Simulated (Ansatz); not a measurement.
# What DFT gives for Si$_{2}$Pt$_{3}$Br$_{2}$

```
Br Pt Si
1.0
     6.70029    0.00000    0.00000
     0.00000    9.16087    0.00000
     0.00000    0.00000    4.25565
Br Pt Si
4 6 4
Direct
  0.39100 0.16984 0.00000
  0.60900 0.83016 0.00000
  0.89100 0.33016 0.00000
  0.10900 0.66984 0.00000
  0.19141 0.41333 0.50000
  0.80859 0.58667 0.50000
  0.69141 0.08667 0.50000
  0.30859 0.91333 0.50000
  0.00000 0.00000 0.00000
  0.50000 0.50000 0.00000
  0.07530 0.15010 0.50000
  0.92470 0.84990 0.50000
  0.57530 0.34990 0.50000
  0.42470 0.65010 0.50000
```

Single point in Ansatz 0.2.0 with r2SCAN, no spin polarisation. Cutoff 500 eV, PAW datasets, 5×4×8 Γ-centred k mesh, fermi-dirac filling (width 0.1 eV).

Task: How is the charge shared?

Result: Bader charges in e: Si +0.85, Pt -0.46 to -0.33, Br -0.29. In the mean Si gives up most and Pt takes most.

Task: Which atom feels the largest force, and which way?

Result: The largest is on Pt5 (and as large on other atoms): 1.44 eV/Å, components (1.42, -0.26, 0.00). It makes 98° with the line to a nearest neighbour, Si11 at 2.53 Å.

Task: Metal or insulator?

Result: It is a metal, with about 10 states/eV a cell as the mean within 0.25 eV of the Fermi level, mostly Pt d (39 %), Br p (22 %) and Si p (17 %).

Task: What is the formation energy?

Result: 0.34 eV an atom against the elements' usual phases (free molecules for gases, crystals otherwise, with no correction for O₂ or N₂), so at this geometry it isn't bound against them. Relaxing would lower it.

Task: Is the cell too large or too small?

Result: The pressure is -4.2 GPa (compression positive), so with the atoms held at these fractions the cell would first shrink; the forces are large, so a full relaxation may end otherwise. The principal stresses -8.3, -2.9, -1.3 GPa differ, so its shape would change too.

Origin: a known structure type with other elements, at an estimated volume, so it need not be a known compound. Caveats: many states at the Fermi level without spin polarisation, so a magnetic state may lie lower.
